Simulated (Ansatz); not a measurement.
NaCl (started from an entry of an open crystallographic database), relaxed with r2SCAN, was run in Ansatz 0.2.0 under altered settings. All numbers are computed, without spin polarisation but where a row says otherwise.

```
CELL_PARAMETERS angstrom
0.00000 2.80273 2.80273
2.80273 0.00000 2.80273
2.80273 2.80273 0.00000
ATOMIC_POSITIONS crystal
Na 0.00000 0.00000 0.00000
Cl 0.50000 0.50000 0.50000
```

The base run's other keys:
```yaml
kpoints:
  mp_grid: { grid: [4, 4, 4] }
hamiltonian:
  xc: hse06
scf:
  occupations: { method: fixed }
  n_extra_bands: 4
```

It takes 9 iterations with 869 plane waves at 420 eV and 8 k points, and leaves a mean stress of +0.70 GPa. The gap over this mesh is 6.560 eV. It ran on 4 threads of Arm Neoverse N1 (shared host).

Outcomes, with energy and stress as changes against the base:
```
                                  setting    outcome  ΔF (meV/atom)  Δ mean stress (GPa)  gap on the mesh (eV)  iterations  wall time
 PBE hybrid, exx coeff 0.2, omega 0.3 1/Å  converged              –                 +0.1                 6.086           9      4.8 s
 PBE hybrid, exx coeff 0.3, omega 0.5 1/Å  converged              –                  0.0                 6.074          10      5.1 s
PBE hybrid, exx coeff 0.35, omega 0.3 1/Å  converged              –                 -0.2                 6.778          11        5 s
 PBE hybrid, exx coeff 0.1, omega 0.1 1/Å  converged              –                 +0.3                 5.866           9      4.7 s
                       basis.ecutwfc: 900  converged           -0.5                  0.0                 6.560           9       15 s
```
A dash marks a value that wasn't obtained or can't be compared. Stress is positive in compression. The base took 4.9 s.

- PBE hybrid, exx coeff 0.2, omega 0.3 1/Å. That is 20 % exact exchange, screened with ω = 0.3 1/Å, against HSE06's 25 % screened at 0.208 1/Å. The mean stress moves by +0.1 GPa and the gap on the mesh by -0.474 eV (to 6.086). Totals of different functionals aren't comparable.
- PBE hybrid, exx coeff 0.3, omega 0.5 1/Å. That is 30 % exact exchange, screened with ω = 0.5 1/Å, against HSE06's 25 % screened at 0.208 1/Å. The mean stress moves by 0.0 GPa and the gap on the mesh by -0.486 eV (to 6.074). Totals of different functionals aren't comparable.
- PBE hybrid, exx coeff 0.35, omega 0.3 1/Å. That is 35 % exact exchange, screened with ω = 0.3 1/Å, against HSE06's 25 % screened at 0.208 1/Å. The mean stress moves by -0.2 GPa and the gap on the mesh by +0.218 eV (to 6.778). Totals of different functionals aren't comparable.
- PBE hybrid, exx coeff 0.1, omega 0.1 1/Å. That is 10 % exact exchange, screened with ω = 0.1 1/Å, against HSE06's 25 % screened at 0.208 1/Å. The mean stress moves by +0.3 GPa and the gap on the mesh by -0.694 eV (to 5.866). Totals of different functionals aren't comparable. The program warns that on this mesh the truncation of the exchange isn't bounded, so part of the change can be an error of the mesh.

Within 1 meV an atom, 0.1 GPa and 0.005 eV of the base stay: basis.ecutwfc: 900.

The program warns that its thresholds are loose for a hybrid's stress.

The meshes of the hybrids are coarse, so their gaps aren't converged to the digits shown.
